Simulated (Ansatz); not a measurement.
The elements of this relaxed trial crystal are hidden behind letters.

```
lattice vectors (Å)
   3.3268    0.0000    0.0000
   0.0000    6.9132    0.0000
   0.0000    0.0000    8.1756
fractional positions
X 0.5000 0.0000 0.7847
X 0.5000 0.5000 0.1921
X 0.5000 0.5000 0.8079
X 0.5000 0.0000 0.2153
Z 0.0000 0.5000 0.5000
Q 0.0000 0.0000 0.0000
```

These are results of DFT PBE, scalar-relativistic, plane waves, PAW (Ansatz 0.2.0), not measurements. Settings of the last relaxation (6-atom cell): 420 eV, 12×6×6 k points, Gaussian smearing of 0.10 eV, no spin polarisation.

- Space group: Pmmm (No. 47)
- Conventional cell: a = 3.327 Å, b = 6.913 Å, c = 8.176 Å
- Volume per atom: 31.34 Å³
- Density: 6.62 g/cm³
- Formation energy: −0.26 eV/atom
- Gap on the 12×6×6 mesh of the 6-atom cell: 0 eV (a metal)

Energies are uncorrected and count from the elements' standard states at the same level.

**Question.** X is a lanthanide, Z is a d-block element of period 6 and Q is a p-block element of period 2. Which elements are they?

**Answer.** X = La, Z = Hf, Q = O, so the formula is La4HfO. Density times volume gives a mean mass of 6.62 × 31.34/1.6605 = 124.9 u per atom, and this set has 125.0 u. Around La on its first site lie 2 O at 2.42 Å and 5 La at 3.33–3.52 Å; around Hf lie 4 La at 3.02 Å and 2 Hf at 3.33 Å; O is surrounded by 4 La at 2.42 Å; 1 more site not described. Other sets within the hints have nearly the same mass, so mass alone doesn't settle it; this one was computed.

Spin–orbit coupling, which can matter for Hf, is left out. Symmetry constrained the relaxation, so the result can be a saddle point. Another cell of La4HfO relaxed alike, in P4/mmm, lies 230 meV/atom lower, so this cell isn't the stable form at this level.
